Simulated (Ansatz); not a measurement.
An Ansatz input and the part of its output that reports the observables at the nuclei.

The cell is a diffraction structure from the COD, relaxed with PBE at fixed cell and then changed (volume scaled by 1.02, ions relaxed).

```yaml
crystal:
  lattice:
    - [3.8237570245, 0.0, 0.0]
    - [0.0, 3.8237570245, 0.0]
    - [0.0, 0.0, 4.8728592124]
  atoms:
    - { symbol: Sn, position: [0.5, 0.0, 0.2422836718] }
    - { symbol: Sn, position: [0.0, 0.5, 0.7577163282] }
    - { symbol: O, position: [0.0, 0.0, 0.0] }
    - { symbol: O, position: [0.5, 0.5, 0.0] }
kpoints:
  mp_grid: { grid: [12, 12, 10] }
scf:
  occupations: { method: fermi_dirac, width: 0.05 }
hamiltonian:
  xc: pbe
  pseudopotentials: { kind: paw }
output:
  forces: true
  stress: true
  populations: true
  efg:
    quadrupole_moments_barn: { Sn: -0.132, O: -0.02558 }
    contact_densities: true
  write_density: true
  write_potential: true
  elf: true
  volumetric_format: npy
relax:
  f_tol: 0.02
  max_steps: 60
```

The quadrupole moment typed for Sn is that of the 23.9 keV Mössbauer state of ¹¹⁹Sn; the ground state has I = 1/2 and no quadrupole moment.

```sh
ansatz run input.yaml --threads 1 --pin off --max-ram 3072MiB --backend cpu --events-out ev --progress --plain --runs-dir out
```

The run relaxes the ions first, and the block belongs to the relaxed positions.

Of the output, the block on the nuclei alone is shown; the set-up, the SCF iterations, energies, forces and stress are cut. One atom of each set with nearly equal values is shown.

```
--- PAW observables at the nuclei: V_zz in 10²¹ V/m², potentials from the cell's mean, atoms counted from 1 ---
  atom   1  Sn V_zz =   -17.317920   η = 0.0000   by run symmetry: allowed   C_q = +55.2744 MHz
            electrostatic potential = -8172.840873 V   contact ρ = 1236422.698613 e/Å³
  atom   3  O  V_zz =    +0.356906   η = 0.0000   by run symmetry: allowed   C_q = -0.2208 MHz
            electrostatic potential = -625.440260 V   contact ρ = 2159.240274 e/Å³
```

The relaxation (4 steps) took 32 s of wall time (32 s of CPU time) and 0.62 GiB at its peak, on 1 thread of Intel Xeon 6975P-C (Granite Rapids) (x86_64; 16 cores open to the job, memory cap 3.0 GiB, no GPU), a shared host with a load of 0.6 a core.

The run finds no gap above 0.1 eV (a metal, or nearly one), so the gradients can move by 10 % or more with the k-mesh. Without spin–orbit coupling (the program notes it for Sn) the gradients can shift somewhat, as the gap is small. Semilocal functionals make gaps too small and can close them, so the real compound need not be a metal.
